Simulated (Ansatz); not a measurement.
Run on VCl₂O: DFT, PBEsol, all-electron LAPW, scalar-relativistic (Ansatz 0.2.0).

The cell is Materials Project entry mp-27712, used as a structure alone.

Command: `ansatz run input.yaml --threads 1 --pin off --max-ram 3072MiB --backend cpu --events-out ev --progress --plain --runs-dir out` It took 2.8 min on 1 thread of Intel(R) Xeon(R) 6975P-C (Granite Rapids), with other jobs on the host, peak memory 1.8 GiB.

```yaml
crystal:
  lattice:
    - [-1.758944, 1.82108, 6.544549]
    - [1.758944, -1.82108, 6.544549]
    - [1.758944, 1.82108, -6.544549]
  atoms:
    - { symbol: V, position: [0.5, 0.0, 0.5], spin: 1.5 }
    - { symbol: Cl, position: [0.627182, 0.627182, 0.0] }
    - { symbol: Cl, position: [0.372818, 0.372818, 0.0] }
    - { symbol: O, position: [0.0, 0.0, 0.0] }
magnetization:
  spin_polarized: true
kpoints:
  mp_grid: { grid: [8, 8, 8] }
scf:
  occupations: { method: fermi_dirac, width: 0.03 }
hamiltonian:
  xc: pbesol
  pseudopotentials: { kind: all_electron, lapw: { basis_error: 0.001 } }
output:
  forces: true
  stress: true
  eigenvalues: true
  populations: true
```

Output:

```
V: projections on atomic orbitals take those of the free atom 1s2 2s2 2p6 3s2 3p6 3d3 4s2, of charge +0.00 (hamiltonian.pseudopotentials.projection_atoms)
Cl: projections on atomic orbitals take those of the free atom 1s2 2s2 2p6 3s2 3p5, of charge +0.00 (hamiltonian.pseudopotentials.projection_atoms)
O: projections on atomic orbitals take those of the free atom 1s2 2s2 2p4, of charge +0.00 (hamiltonian.pseudopotentials.projection_atoms)
LAPW: plane waves up to 11.215 Å⁻¹, error target 1.0e-3 eV per atom; small_component_spin mean_spin; O in spheres of 0.838 Å, 8 of its electrons in bands, Dirac shells []; Cl in spheres of 0.984 Å, 15 of its electrons in bands, Dirac shells []; V in spheres of 0.984 Å, 21 of its electrons in bands, Dirac shells [] (how accurate: hamiltonian.pseudopotentials.lapw.basis_error, Limitations)
Engine: ansatz 0.2.0
Pseudopotentials: kind: all_electron
Pseudopotential: V, LAPW, valence charge 21, lapw/all_electron/scalar/gaussian/V, Koelling and Harmon's equation, gaussian nucleus
Pseudopotential: Cl, LAPW, valence charge 15, lapw/all_electron/scalar/gaussian/Cl, Koelling and Harmon's equation, gaussian nucleus
Pseudopotential: O, LAPW, valence charge 8, lapw/all_electron/scalar/gaussian/O, Koelling and Harmon's equation, gaussian nucleus
Functional definition: PBEsol
  exchange = pbesol_x
  correlation = pbesol_c
Crystal: 4 atoms, lattice volume = 83.853 Å³
Basis set: ecut = 479.1799406506464 eV, 2003 PW (Γ), FFT grids on a1+a3, a2+a3, a3, exchange–correlation at level 2
Bands: 37, of which v1, the nominal top of the filled ones, is band 30 counted from 1 (29 counted from 0)
Symmetry: 8 space group operations
Space group: Immm (ITA 71), of the structure as read, at distance tolerance 4.4e-5 Å
Magnetic group: BNS 71.533 (UNI 631), of the structure as read, at distance tolerance 4.4e-5 Å
k-points: 95 of 512
Non-local potential: V, projectors of the file, none
Non-local potential: Cl, projectors of the file, none
Non-local potential: O, projectors of the file, none
Initial density: superposition of atomic densities (chi_scale 0.1, normalization cell, long waves kept (reshape's long-wave potential 0.40 eV rms))
Starting moments: Σ|m| = 1.5 μB on 1 of 4 sites
Initial wavefunctions: plane waves of lowest kinetic energy (no species holds an atomic orbital)
Functional: x = pbesol(κ = 0.804, μ = 0.12345679012345678), c = pbesol(β = 0.046)
iter 1 solved again at ethr=9.89e-3 eV; its pass at ethr=1.00e-1 eV (dr2=5.84e0 eV) is discarded
SCF iter   1: F=—  HF=-52930.613696 eV  |F-HF|=—  |Δ(HF+E_count)|=         —  Δρ=3.89e-2 (↑3.89e-2 ↓3.61e-2)  dr2=5.83e0  dr2_m=6.75e-2  M=1.000 μB ∫|m|=1.176 μB  β_m=0.30  ethr=9.89e-3  ⟨swp⟩=2.0  Hψ=47927  notcnv=0
Mixer restart at iter 1: flushing history
preconditioner: auto → none  [metal: Δε(μ)=0.015 eV  Ē_g=11.327 eV  σ=0.030 eV  W_gap=0.12  n_scr=24 (ndim 8)  ℏωp=20.3 eV  f_vac=0.231  D(μ)=3.86/eV (n_scr^D=34)  sad-step TF]
SCF iter   2: F=—  HF=-52929.406487 eV  |F-HF|=—  |Δ(HF+E_count)|=    1.21e0  Δρ=1.65e-2 (↑1.40e-2 ↓1.65e-2)  dr2=1.09e0  dr2_m=3.23e-2  M=1.000 μB ∫|m|=1.273 μB  β_m=0.33  ethr=9.89e-3  ⟨swp⟩=2.3  Hψ=20404  notcnv=0  defer=2
SCF iter   3: F=—  HF=-52929.280960 eV  |F-HF|=—  |Δ(HF+E_count)|=   1.26e-1  Δρ=1.04e-2 (↑1.04e-2 ↓8.19e-3)  dr2=1.68e-1  dr2_m=2.60e-2  M=1.000 μB ∫|m|=1.314 μB  β_m=0.42  ethr=1.84e-3  ⟨swp⟩=3.0  Hψ=21571  notcnv=0  defer=2
SCF iter   4: F=—  HF=-52929.282278 eV  |F-HF|=—  |Δ(HF+E_count)|=         —  Δρ=5.73e-3 (↑5.73e-3 ↓5.65e-3)  dr2=1.11e-1  dr2_m=1.06e-2  M=1.000 μB ∫|m|=1.346 μB  β_m=0.45  ethr=2.85e-4  ⟨swp⟩=3.0  Hψ=22559  notcnv=0
the basis was enlarged: its passes take 1.1 MiB over the memory plan, 2 of 2 planned eigensolver slots
iter 5 solved again at ethr=5.53e-6 eV; its pass at ethr=1.88e-4 eV (dr2=3.26e-3 eV) is discarded
SCF iter   5: F=—  HF=-52929.279635 eV  |F-HF|=—  |Δ(HF+E_count)|=         —  Δρ=1.97e-3 (↑1.97e-3 ↓1.53e-3)  dr2=3.25e-3  dr2_m=1.42e-3  M=1.000 μB ∫|m|=1.353 μB  β_m=0.45  ethr=5.53e-6  ⟨swp⟩=2.0  Hψ=35729  notcnv=0
Mixer restart at iter 5: flushing history
SCF iter   6: F=—  HF=-52929.283246 eV  |F-HF|=—  |Δ(HF+E_count)|=   3.61e-3  Δρ=1.15e-3 (↑1.15e-3 ↓7.19e-4)  dr2=2.97e-4  dr2_m=5.26e-4  M=1.000 μB ∫|m|=1.356 μB  β_m=0.63  ethr=5.52e-6  ⟨swp⟩=2.8  Hψ=20164  notcnv=0
SCF iter   7: F=—  HF=-52929.284537 eV  |F-HF|=—  |Δ(HF+E_count)|=   1.29e-3  Δρ=7.67e-4 (↑7.67e-4 ↓5.57e-4)  dr2=1.51e-3  dr2_m=6.31e-5  M=1.000 μB ∫|m|=1.350 μB  β_m=0.53  ethr=5.03e-7  ⟨swp⟩=3.0  Hψ=22918  notcnv=0
SCF iter   8: F=—  HF=-52929.284950 eV  |F-HF|=—  |Δ(HF+E_count)|=   4.13e-4  Δρ=1.22e-4 (↑1.20e-4 ↓1.22e-4)  dr2=1.49e-4  dr2_m=2.43e-6  M=1.000 μB ∫|m|=1.353 μB  β_m=0.43  ethr=5.03e-7  ⟨swp⟩=3.0  Hψ=21434  notcnv=0
SCF iter   9: F=—  HF=-52929.284930 eV  |F-HF|=—  |Δ(HF+E_count)|=   1.93e-5  Δρ=6.74e-5 (↑6.74e-5 ↓4.73e-5)  dr2=3.39e-6  dr2_m=2.07e-6  M=1.000 μB ∫|m|=1.352 μB  β_m=0.50  ethr=2.52e-7  ⟨swp⟩=3.0  Hψ=19763  notcnv=0
SCF iter  10: F=—  HF=-52929.284933 eV  |F-HF|=—  |Δ(HF+E_count)|=   2.43e-6  Δρ=3.47e-5 (↑3.47e-5 ↓2.76e-5)  dr2=3.23e-7  dr2_m=6.70e-7  M=1.000 μB ∫|m|=1.352 μB  β_m=0.68  ethr=5.75e-9  ⟨swp⟩=3.0  Hψ=19954  notcnv=0
SCF iter  11: F=—  HF=-52929.284934 eV  |F-HF|=—  |Δ(HF+E_count)|=   9.59e-7  Δρ=5.66e-6 (↑5.66e-6 ↓3.82e-6)  dr2=5.37e-8  dr2_m=8.93e-9  M=1.000 μB ∫|m|=1.351 μB  β_m=0.68  ethr=5.48e-10  ⟨swp⟩=3.0  Hψ=22318  notcnv=0
SCF iter  12: F=-52929.284934 eV  HF=-52929.284934 eV  |F-HF|=4.69e-9  |Δ(HF+E_count)|=   1.17e-8  Δρ=1.82e-6 (↑1.82e-6 ↓1.18e-6)  dr2=4.40e-9  dr2_m=8.18e-10  M=1.000 μB ∫|m|=1.351 μB  ethr=9.10e-11  ⟨swp⟩=3.0  Hψ=21089  notcnv=0
SCF 1 converged in 12 iterations: F = -52929.284934 eV  dr2 = 4.40e-9
SCF converged after 12 iterations
Magnetization: 1.0000 μB (30.0000 up, 29.0000 down)
Absolute magnetization: 1.3510 μB (∫|ρ↑−ρ↓|)
Spin contamination: 0.0231 ħ² per cell (⟨S²⟩ above its minimum at these occupations)
Per-site moments (μB) at R_I (Å): [(0.9257282764531141, 0.9835361206328392), (-0.014223446588845334, 0.9835361206328392), (-0.014223446588845334, 0.9835361206328392), (-0.10895521979608969, 0.8375438522309541)]
Free energy (F): -52929.284934 eV
Harris-Foulkes:  -52929.284934 eV  (|F-HF|=4.69e-9)
Internal energy: -52929.277511 eV  (E = F + TS)
E sigma→0 (E₀):  -52929.281222 eV
Entropy (-TS):   -0.007423 eV (-1.856 meV/atom)
Fermi energy:    4.063305 eV
--- Per-component energies (eV) ---
  E_band       = -8660.026034
  E_kinetic    = 53313.168705
  E_xc         = -2926.392873
  E_electrostatic = -103316.053343  (all electrons and nuclei)
  E_smearing   = -0.007423  (= −TS)
  E_closure    = 0.000000  (closes the sum)
  E_atoms      = -52904.712467  (free atoms, spherical and without spin; not in F)
  Σ components = -52929.284934   (vs F -52929.284934, Δ=0.00e0)
  Basis errors (estimates in eV, not in F): energy 3.4e-4 per atom: plane waves 2.8e-4 (1.7e-4 summed), levels above the bands 5.7e-136, relativity 7.4e-8, radial functions 5.9e-5, core shells 3.9e-10; eigenvalues (radial functions only) 6.9e-6; not estimated: angular momenta, meshes, grids; target (lapw.basis_error) 1.0e-3; muffin-tin radii O 0.838 Å, Cl 0.984 Å, V 0.984 Å
--- Forces (eV/Å), atoms counted from 1 ---
  atom   1  V     -0.00000000     0.00000000     0.00000000
  atom   2  Cl    -0.00000000     0.00000000    -0.54613580
  atom   3  Cl     0.00000000     0.00000000     0.54613580
  atom   4  O     -0.00000000     0.00000000     0.00000000
  max |Σ_I F_I| component: 2.15e-29 eV/Å
--- Stress (GPa, compression-positive) ---
       -4.700887       0.000000       0.000000
        0.000000      -7.285601      -0.000000
        0.000000      -0.000000      -3.608708
  P = ⅓ Tr σ = -5.1984 GPa (-51.984 kbar)
--- Band table (eV; the first three rows and the last of 190) ---
  k-point 0 ↑: bands = ["-593.1443", "-499.8636", "-494.0102", "-493.8835", "-493.8824", "-241.2601", "-241.2601", "-180.5118", "-180.5118", "-180.4941", "-180.4941", "-180.4068", "-180.4068", "-61.2304", "-35.2671", "-35.0882", "-35.0762", "-14.0738", "-10.8799", "-10.4851", "-0.7944", "0.4266", "0.6731", "1.0426", "1.1476", "1.8502", "2.4778", "2.7225", "2.8344", "3.3676", "3.8637", "4.5314", "6.0320", "6.0722", "10.0597", "11.7564", "13.2394"]
  k-point 1 ↑: bands = ["-593.1443", "-499.8636", "-494.0102", "-493.8835", "-493.8824", "-241.2601", "-241.2601", "-180.5118", "-180.5118", "-180.4941", "-180.4941", "-180.4068", "-180.4068", "-61.2300", "-35.2755", "-35.0869", "-35.0805", "-13.9226", "-10.8177", "-10.4530", "-0.6685", "0.1506", "0.2188", "0.7283", "0.7428", "1.8361", "1.9324", "2.5538", "2.7277", "3.6748", "4.4225", "4.6395", "5.9709", "6.6336", "10.6930", "12.4365", "13.7068"]
  k-point 2 ↑: bands = ["-593.1443", "-499.8636", "-494.0102", "-493.8835", "-493.8824", "-241.2601", "-241.2601", "-180.5118", "-180.5118", "-180.4941", "-180.4941", "-180.4068", "-180.4068", "-61.2288", "-35.2955", "-35.0910", "-35.0840", "-13.5401", "-10.6510", "-10.3795", "-0.9775", "-0.4110", "-0.1564", "0.1120", "0.4828", "0.5341", "1.6892", "2.4620", "2.5098", "3.9524", "5.2216", "5.2709", "5.9745", "7.6344", "11.5034", "13.3199", "13.6421"]
  k-point 94 ↓: bands = ["-592.7461", "-499.9560", "-493.8321", "-493.5146", "-493.5085", "-241.2643", "-241.2643", "-180.5191", "-180.5191", "-180.4976", "-180.4976", "-180.4139", "-180.4139", "-60.1565", "-34.6432", "-33.8043", "-33.7976", "-14.2165", "-10.7987", "-10.5901", "-0.1341", "0.6119", "0.6261", "0.8463", "0.9382", "1.8546", "2.0781", "2.5475", "2.6874", "4.6900", "5.0153", "5.2323", "6.5658", "6.9648", "11.0859", "11.5340", "13.0803"]
--- Löwdin populations: 4 sites ---
  site symbol       q [e]    m [muB]
     0      V     21.8597     1.1653
     1     Cl     17.2359    -0.0200
     2     Cl     17.2359    -0.0200
     3      O      8.5502    -0.1374
  spilling = 0.001819 (of n_electrons = 65.000000)
```

populations.tsv:

```
# site	symbol	l	j	q_up	q_dn
# orbitals = lowdin
# n_electrons = 65.000000
# spilling = 0.001819
# projection_atom_V: 1s2 2s2 2p6 3s2 3p6 3d3 4s2
# projection_atom_Cl: 1s2 2s2 2p6 3s2 3p5
# projection_atom_O: 1s2 2s2 2p4
0	V	0_1S	-	0.999995	0.999996
0	V	0_2S	-	0.999737	0.999749
0	V	0_3S	-	0.991295	0.991833
0	V	0_4S	-	0.247862	0.232156
0	V	1_2P	-	2.999993	2.999995
0	V	1_3P	-	2.997737	2.997847
0	V	2_3D	-	2.275871	1.125586
1	Cl	0_1S	-	0.999983	0.999983
1	Cl	0_2S	-	0.998926	0.998896
1	Cl	0_3S	-	0.954619	0.953944
1	Cl	1_2P	-	2.999903	2.999896
1	Cl	1_3P	-	2.654514	2.675256
2	Cl	0_1S	-	0.999983	0.999983
2	Cl	0_2S	-	0.998926	0.998896
2	Cl	0_3S	-	0.954619	0.953944
2	Cl	1_2P	-	2.999903	2.999896
2	Cl	1_3P	-	2.654514	2.675256
3	O	0_1S	-	0.999207	0.999198
3	O	0_2S	-	0.898807	0.901189
3	O	1_2P	-	2.308394	2.443451
```

Next run (one bond, the shortest of the undistorted cell, set to 1.912 Å), as changes to the input before:

```diff
   atoms:
-    - { symbol: V, position: [0.5, 0.0, 0.5], spin: 1.5 }
+    - { symbol: V, position: [0.5125, 0.0, 0.5125], spin: 1.5 }
-    - { symbol: O, position: [0.0, 0.0, 0.0] }
+    - { symbol: O, position: [-0.0125, 0.0, -0.0125] }
 magnetization:
```

Results part of the output:

```
SCF 1 converged in 13 iterations: F = -52929.320008 eV  dr2 = 3.48e-9
SCF converged after 13 iterations
Magnetization: 1.0000 μB (30.0000 up, 29.0000 down)
Absolute magnetization: 1.3303 μB (∫|ρ↑−ρ↓|)
Spin contamination: 0.0203 ħ² per cell (⟨S²⟩ above its minimum at these occupations)
Per-site moments (μB) at R_I (Å): [(0.8822729536937128, 0.9351718345844751), (-0.01199748344617646, 0.9351718345844751), (-0.01199748344617646, 0.9351718345844751), (-0.09948649973228596, 0.7948541396361288)]
Free energy (F): -52929.320008 eV
Harris-Foulkes:  -52929.320008 eV  (|F-HF|=2.39e-9)
Internal energy: -52929.313846 eV  (E = F + TS)
E sigma→0 (E₀):  -52929.316927 eV
Entropy (-TS):   -0.006162 eV (-1.540 meV/atom)
Fermi energy:    4.124250 eV
--- Per-component energies (eV) ---
  E_band       = -8659.206994
  E_kinetic    = 53314.291380
  E_xc         = -2926.677383
  E_electrostatic = -103316.927843  (all electrons and nuclei)
  E_smearing   = -0.006162  (= −TS)
  E_closure    = 0.000000  (closes the sum)
  E_atoms      = -52904.712467  (free atoms, spherical and without spin; not in F)
  Σ components = -52929.320008   (vs F -52929.320008, Δ=0.00e0)
[... lines left out ...]
  atom   2  Cl     0.00000000    -0.21001835    -0.55382921
  atom   3  Cl    -0.00000000    -0.21001835     0.55382921
  atom   4  O     -0.00000000    -0.44446898    -0.00000000
  max |Σ_I F_I| component: 7.07e-6 eV/Å
--- Stress (GPa, compression-positive) ---
       -4.580597       0.000000       0.000000
        0.000000      -5.241207       0.000000
        0.000000       0.000000      -3.652863
  P = ⅓ Tr σ = -4.4916 GPa (-44.916 kbar)
--- Band table (eV; the first three rows and the last of 190) ---
  k-point 0 ↑: bands = ["-593.0562", "-499.9509", "-493.9308", "-493.7937", "-493.7910", "-241.2352", "-241.2352", "-180.4873", "-180.4873", "-180.4695", "-180.4695", "-180.3809", "-180.3809", "-61.1679", "-35.2583", "-35.0154", "-35.0066", "-14.1510", "-10.8666", "-10.4669", "-0.7893", "0.4593", "0.6380", "0.9703", "1.0015", "1.8804", "2.4731", "2.5430", "2.7746", "3.4327", "4.0867", "4.6386", "6.1257", "6.1328", "10.0590", "11.7660", "13.2242"]
  k-point 1 ↑: bands = ["-593.0562", "-499.9509", "-493.9308", "-493.7937", "-493.7910", "-241.2352", "-241.2352", "-180.4873", "-180.4873", "-180.4695", "-180.4695", "-180.3809", "-180.3809", "-61.1675", "-35.2667", "-35.0142", "-35.0110", "-14.0012", "-10.8034", "-10.4346", "-0.6700", "0.1016", "0.2127", "0.6841", "0.6888", "1.7574", "1.9470", "2.5241", "2.6840", "3.7076", "4.5584", "4.7505", "6.0264", "6.7148", "10.6961", "12.4453", "13.6862"]
  k-point 2 ↑: bands = ["-593.0562", "-499.9509", "-493.9308", "-493.7937", "-493.7910", "-241.2352", "-241.2352", "-180.4873", "-180.4873", "-180.4695", "-180.4695", "-180.3809", "-180.3809", "-61.1663", "-35.2869", "-35.0215", "-35.0112", "-13.6223", "-10.6344", "-10.3606", "-1.0446", "-0.4295", "-0.2003", "0.1084", "0.4751", "0.5247", "1.7073", "2.4263", "2.4756", "3.9929", "5.3117", "5.3549", "6.0320", "7.7022", "11.5167", "13.2991", "13.6431"]
  k-point 94 ↓: bands = ["-592.6632", "-500.0378", "-493.7650", "-493.4267", "-493.4148", "-241.2389", "-241.2389", "-180.4940", "-180.4940", "-180.4726", "-180.4726", "-180.3871", "-180.3871", "-60.1107", "-34.6792", "-33.7411", "-33.7220", "-14.2827", "-10.7821", "-10.5696", "-0.1380", "0.5960", "0.6546", "0.7784", "0.8722", "1.7097", "2.1934", "2.4363", "2.6526", "4.7977", "5.0909", "5.3024", "6.6103", "7.0454", "11.0979", "11.5267", "13.0729"]
--- Löwdin populations: 4 sites ---
  site symbol       q [e]    m [muB]
     0      V     21.8667     1.1515
     1     Cl     17.2427    -0.0174
     2     Cl     17.2427    -0.0174
     3      O      8.5300    -0.1290
  spilling = 0.001814 (of n_electrons = 65.000000)
```

Next run (one bond, the shortest of the undistorted cell, set to 1.730 Å), as changes to the input before:

```diff
   atoms:
-    - { symbol: V, position: [0.5125, 0.0, 0.5125], spin: 1.5 }
+    - { symbol: V, position: [0.4875, 0.0, 0.4875], spin: 1.5 }
-    - { symbol: O, position: [-0.0125, 0.0, -0.0125] }
+    - { symbol: O, position: [0.0125, 0.0, 0.0125] }
 magnetization:
```

Results part of the output:

```
SCF 1 converged in 13 iterations: F = -52929.320008 eV  dr2 = 3.48e-9
SCF converged after 13 iterations
Magnetization: 1.0000 μB (30.0000 up, 29.0000 down)
Absolute magnetization: 1.3303 μB (∫|ρ↑−ρ↓|)
Spin contamination: 0.0203 ħ² per cell (⟨S²⟩ above its minimum at these occupations)
Per-site moments (μB) at R_I (Å): [(0.8822729536267513, 0.9351718345844751), (-0.011997483462459435, 0.9351718345844752), (-0.011997483462459435, 0.9351718345844752), (-0.09948649966273315, 0.7948541396361283)]
Free energy (F): -52929.320008 eV
Harris-Foulkes:  -52929.320008 eV  (|F-HF|=2.42e-9)
Internal energy: -52929.313846 eV  (E = F + TS)
E sigma→0 (E₀):  -52929.316927 eV
Entropy (-TS):   -0.006162 eV (-1.540 meV/atom)
Fermi energy:    4.124250 eV
--- Per-component energies (eV) ---
  E_band       = -8659.206994
  E_kinetic    = 53314.291380
  E_xc         = -2926.677383
  E_electrostatic = -103316.927843  (all electrons and nuclei)
  E_smearing   = -0.006162  (= −TS)
  E_closure    = 0.000000  (closes the sum)
  E_atoms      = -52904.712467  (free atoms, spherical and without spin; not in F)
  Σ components = -52929.320008   (vs F -52929.320008, Δ=0.00e0)
[... lines left out ...]
  atom   2  Cl     0.00000000     0.21001834    -0.55382921
  atom   3  Cl    -0.00000000     0.21001834     0.55382921
  atom   4  O      0.00000000     0.44446879     0.00000000
  max |Σ_I F_I| component: 7.06e-6 eV/Å
--- Stress (GPa, compression-positive) ---
       -4.580598       0.000000       0.000000
        0.000000      -5.241207       0.000000
        0.000000       0.000000      -3.652863
  P = ⅓ Tr σ = -4.4916 GPa (-44.916 kbar)
--- Band table (eV; the first three rows and the last of 190) ---
  k-point 0 ↑: bands = ["-593.0562", "-499.9509", "-493.9308", "-493.7937", "-493.7910", "-241.2352", "-241.2352", "-180.4873", "-180.4873", "-180.4695", "-180.4695", "-180.3809", "-180.3809", "-61.1679", "-35.2583", "-35.0154", "-35.0066", "-14.1510", "-10.8666", "-10.4669", "-0.7893", "0.4593", "0.6380", "0.9703", "1.0015", "1.8804", "2.4731", "2.5430", "2.7746", "3.4327", "4.0867", "4.6386", "6.1257", "6.1328", "10.0590", "11.7660", "13.2242"]
  k-point 1 ↑: bands = ["-593.0562", "-499.9509", "-493.9308", "-493.7937", "-493.7910", "-241.2352", "-241.2352", "-180.4873", "-180.4873", "-180.4695", "-180.4695", "-180.3809", "-180.3809", "-61.1675", "-35.2667", "-35.0142", "-35.0110", "-14.0012", "-10.8034", "-10.4346", "-0.6700", "0.1016", "0.2127", "0.6841", "0.6888", "1.7574", "1.9470", "2.5241", "2.6840", "3.7076", "4.5584", "4.7505", "6.0264", "6.7148", "10.6961", "12.4453", "13.6862"]
  k-point 2 ↑: bands = ["-593.0562", "-499.9509", "-493.9308", "-493.7937", "-493.7910", "-241.2352", "-241.2352", "-180.4873", "-180.4873", "-180.4695", "-180.4695", "-180.3809", "-180.3809", "-61.1663", "-35.2869", "-35.0215", "-35.0112", "-13.6223", "-10.6344", "-10.3606", "-1.0446", "-0.4295", "-0.2003", "0.1084", "0.4751", "0.5247", "1.7073", "2.4263", "2.4756", "3.9929", "5.3117", "5.3549", "6.0320", "7.7022", "11.5167", "13.2991", "13.6431"]
  k-point 94 ↓: bands = ["-592.6632", "-500.0378", "-493.7650", "-493.4267", "-493.4148", "-241.2389", "-241.2389", "-180.4940", "-180.4940", "-180.4726", "-180.4726", "-180.3871", "-180.3871", "-60.1107", "-34.6792", "-33.7411", "-33.7220", "-14.2827", "-10.7821", "-10.5696", "-0.1380", "0.5960", "0.6546", "0.7784", "0.8722", "1.7097", "2.1934", "2.4363", "2.6526", "4.7977", "5.0909", "5.3024", "6.6103", "7.0454", "11.0979", "11.5267", "13.0729"]
--- Löwdin populations: 4 sites ---
  site symbol       q [e]    m [muB]
     0      V     21.8667     1.1515
     1     Cl     17.2427    -0.0174
     2     Cl     17.2427    -0.0174
     3      O      8.5300    -0.1290
  spilling = 0.001814 (of n_electrons = 65.000000)
```

Other magnetic orders may lie lower.
